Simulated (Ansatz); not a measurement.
An Ansatz (a quantum-chemistry and plane-wave program) input:

Ansatz 0.2 input:
```yaml
crystal:
  lattice:
    - [5.53333, 0.0, 0.0]
    - [0.0, 5.53333, 0.0]
    - [0.0, 0.0, 5.53333]
  atoms:
    - { symbol: Cs, position: [0.0, 0.0, 0.0] }
    - { symbol: Ge, position: [0.5, 0.5, 0.5] }
    - { symbol: Br, position: [0.5, 0.5, 0.0] }
    - { symbol: Br, position: [0.0, 0.5, 0.5] }
    - { symbol: Br, position: [0.5, 0.0, 0.5] }
kpoints:
  mp_grid: { grid: [4, 4, 4] }
  band_path:
    path:
      - [[0.0, 0.0, 0.0], [0.0, 0.5, 0.0], [0.5, 0.5, 0.0], [0.0, 0.0, 0.0], [0.5, 0.5, 0.5], [0.0, 0.5, 0.0]]  # Γ-X-M-Γ-R-X
      - [[0.5, 0.5, 0.5], [0.5, 0.5, 0.0]]  # R-M
      - [VBM, CBM]
    npoints: 12
hamiltonian:
  xc: r2scan
  pseudopotentials: { kind: paw }
magnetization: { noncollinear: true, spin_orbit: true }
scf:
  n_extra_bands: 12
  convergence: { dr2_threshold: 0.0000000001 }
  occupations: { method: gaussian, width: 0.01 }
checkpoint: { write: soc.run }
output: { eigenvalues: true }
```

**Question.** How many symmetry operations and irreducible k-points will the run report?

**Answer.** 48 operations, 10 of 64 k-points.

**Question.** With a cutoff of 500 eV, how many plane waves at Γ?

**Answer.** 4337.

It took very roughly 7 core-minutes on shared server cores.

Space group Pm-3m (cubic perovskite). The workflow started from a Materials Project entry (that database holds measured and hypothetical structures alike); the Crystallography Open Database copy checked does not list it. Whether it is the stable phase at ambient conditions was not checked. The r²SCAN relaxation kept the symmetry of its start; whether a distortion lowers the energy is not shown.

Potentials: the later of the program's two PAW sets.

Ansatz is a plane-wave DFT program.
